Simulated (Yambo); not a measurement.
Yambo run on Rb$_{2}$NaAlF$_{6}$ (space group Fm-3m, No. 225). The wavefunctions come from this Quantum ESPRESSO step (PBEsol, PseudoDojo standard norm-conserving files, scalar-relativistic):

```
&CONTROL
  calculation = 'nscf'
  pseudo_dir = './pseudo'
  outdir = './out'
/
&SYSTEM
  ibrav = 0
  nat = 10
  ntyp = 4
  ecutwfc = 88.0
  ecutrho = 352.0
  occupations = 'fixed'
  force_symmorphic = .true.
  nbnd = 288
/
&ELECTRONS
  conv_thr = 1e-08
  diago_full_acc = .true.
  diago_thr_init = 1e-08
/
ATOMIC_SPECIES
F 18.9984 F.upf
Na 22.9898 Na.upf
Al 26.9815 Al.upf
Rb 85.4678 Rb.upf
CELL_PARAMETERS angstrom
  0.000000000000   4.224640000000   4.224640000000
  4.224640000000   0.000000000000   4.224640000000
  4.224640000000   4.224640000000   0.000000000000
ATOMIC_POSITIONS crystal
F   0.781100000000   0.218900000000   0.218900000000
F   0.218900000000   0.781100000000   0.781100000000
F   0.218900000000   0.781100000000   0.218900000000
F   0.781100000000   0.218900000000   0.781100000000
F   0.218900000000   0.218900000000   0.781100000000
F   0.781100000000   0.781100000000   0.218900000000
Na   0.500000000000   0.500000000000   0.500000000000
Al   0.000000000000   0.000000000000   0.000000000000
Rb   0.750000000000   0.750000000000   0.750000000000
Rb   0.250000000000   0.250000000000   0.250000000000
K_POINTS automatic
2 2 2 0 0 0
```

Yambo input:

```
rim_cut
gw0
dyson
el_el_corr
HF_and_locXC
ppa
em1d
RandQpts= 1000000
RandGvec= 1 Ry
EXXRLvcs= 88 Ry
VXCRLvcs= 352 Ry
Chimod= "HARTREE"
% BndsRnXp
 2 | 286 |
%
NGsBlkXp= 8 Ry
% LongDrXp
 1.0 | 1.0 | 1.0 |
%
PPAPntXp= 27.2114 eV
% GbndRnge
 1 | 286 |
%
GTermKind= "BG"
DysSolver= "n"
ExtendOut
% QPkrange
 1 | 1 | 36 | 37 |
 2 | 2 | 36 | 37 |
%
```

k points by index: 1 = Γ, 2 = L.

The o-*.qp file then holds:

```
#    K-point    Band    Eo [eV]    E [eV]    E-Eo [eV]    Vxc [eV]    Vnlxc [eV]    Sc|Eo [eV]    Sc|E [eV]    dSc/dw|Eo [eV]    Re(Z)    Im(Z)
#
    1    36    0.000000    -2.660718    -2.660718    -22.58676    -30.49305    4.671395    5.245578    -5.871957    0.822509    -0.987943E-3
    1    37    6.654368    8.011298    1.356930    -9.635494    -5.161500    -2.961732    -3.117065    -3.114856    0.897288    -0.572839E-3
    2    36    -0.108922    -2.792881    -2.683959    -22.34994    -30.26972    4.657419    5.235813    -5.863800    0.822712    -0.991456E-3
    2    37    8.726886    10.28614    1.559252    -10.51006    -5.906253    -2.857408    -3.044556    -3.265912    0.892841    -0.539690E-3
```
(The two width columns are left out.) Convergence of these settings isn't established.

Geometry of the Materials Project entry, not relaxed at this level.

The structure is a Materials Project entry; no match was found in the copy of COD used, and its stability was not checked.
